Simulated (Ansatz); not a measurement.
Trial structure of LuBe4, not yet relaxed:

```xyz
5
Lattice="-2.3252 2.3252 2.3252 2.3252 -2.3252 2.3252 2.3252 2.3252 -2.3252" Properties=species:S:1:pos:R:3 pbc="T T T"
Lu    0.0000    0.0000    0.0000
Be    1.1626    1.1626   -1.1626
Be   -1.1626    1.1626    1.1626
Be    1.1626    1.1626    1.1626
Be    1.1626   -1.1626    1.1626
```

All numbers below come from DFT PBE, scalar-relativistic, plane waves, PAW (Ansatz 0.2.0). Cutoff 420 eV; k points 6×6×6 on the computed 5-atom cell (Γ-centred); Gaussian smearing, width 0.10 eV; no spin polarisation.

Formation energies are uncorrected and refer to the elements' standard structures at the same level.

Question: Estimate its pressure, forces and energy as it stands.

Answer: The pressure is 64.2 GPa (it wants to expand), the largest force is 0.00 eV/Å (symmetry fixes the atoms), and the energy is +3.12 eV/atom against the elements. The shortest distance is 2.01 Å.

Question: How much does it gain on relaxing, and where does it end?

Answer: Relaxing gains about 1.3 eV/atom (the start's value is from the coarse mesh, so the gain is rough) in 14 ionic steps and ends at +1.79 eV/atom on the finer mesh. The symmetry stays Im-3m (No. 229). The volume per atom grows by 113.5 %, from 10.1 to 21.5 Å³. The shortest distance goes from 2.01 Å (Lu–Be) to 2.59 Å (Lu–Be). Conventional cell: a = 5.988 Å. Lu has 8 Be at 2.59 Å; Be is surrounded by 2 Lu at 2.59 Å and 6 Be at 2.99 Å.

The last run used a 10×10×10 mesh for its 5-atom cell and Gaussian smearing of 0.10 eV. The relaxation can't lower the symmetry of the start. Symmetry constrained the relaxation, so the result can be a saddle point.
